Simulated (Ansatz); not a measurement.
This run works on a generated trial structure, not on a known crystal.

Input and command of a plane-wave DFT calculation in Ansatz:

```yaml
crystal:
  lattice:
    - [4.50468741, -4.50627306, 0.0]
    - [4.50468741, 4.50627306, 0.0]
    - [0.0, 0.0, 3.9951987]
  atoms:
    - { symbol: Sn, position: [0.0, 0.0, 0.0] }
    - { symbol: Pd, position: [0.5, 0.5, 0.5], spin: 1.0 }
    - { symbol: S, position: [0.20730101, 0.20730101, 0.5] }
    - { symbol: S, position: [0.69224201, 0.30775799, 0.0] }
    - { symbol: S, position: [0.30775799, 0.69224201, 0.0] }
    - { symbol: S, position: [0.79269899, 0.79269899, 0.5] }
basis:
  ecutwfc: 420
kpoints:
  mp_grid: { grid: [4, 4, 4] }
hamiltonian:
  xc: pbe
scf:
  occupations: { method: gaussian, width: 0.1 }
  lower_state_search: "off"
output:
  forces: true
  stress: true
  eigenvalues: true
  populations: true
magnetization:
  spin_polarized: true
relax:
  adjacent_minimum: "off"
  f_tol: 0.04
  max_steps: 70
  cell: { stress_tol: 0.4 }
```

```bash
ansatz run input.yaml --threads 1 --pin off --max-ram 2560MiB --backend cpu --events-out ev --progress --plain --runs-dir out
```

Processor: Intel(R) Xeon(R) Platinum 8259CL CPU @ 2.50GHz (Skylake/Cascade Lake), 1 thread, on a host shared with other jobs.

Q: How long does it run, and how much memory does it take?

A: About 120 s, peak memory 0.6 GiB. It solves 35 bands at 21 k points (after reduction by symmetry) with about 2537 plane waves (on the last cell), in 63 SCF iterations over 6 ionic steps.
